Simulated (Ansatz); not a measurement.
## Ti₈C₅ (R-3m) under several functionals

Plane-wave DFT in Ansatz with scalar-relativistic PAW potentials. The same structure was relaxed (cell and atoms, symmetry kept) in separate runs at each level. Whether it is the stable form of this composition wasn't checked. No spin polarisation.

How do the levels LDA, PBEsol, r2SCAN compare?

```csv
level,cutoff (eV),k mesh,V (Å³/atom),a (Å),c (Å),B0 (GPa)
LDA,420,6×6×6,11.777,6.027,14.602,–
PBEsol,420,6×6×6,12.069,6.075,14.728,180
r2SCAN,500,6×6×6,12.356,6.121,14.851,178
```

The usual order of volumes, LDA < PBEsol, holds here (11.777, 12.069 Å³/atom). As a rule LDA overbinds; PBEsol, built on the gradient expansion of slowly varying densities, lies between LDA and PBE. B0 goes from 179.9 to 178.2 GPa as the volume grows by 2.4 %; on one curve with B' = 4.2 the volume alone, B ∝ V^(−B'), would give 162.9 GPa, and the rest of the difference is the functional's own stiffness.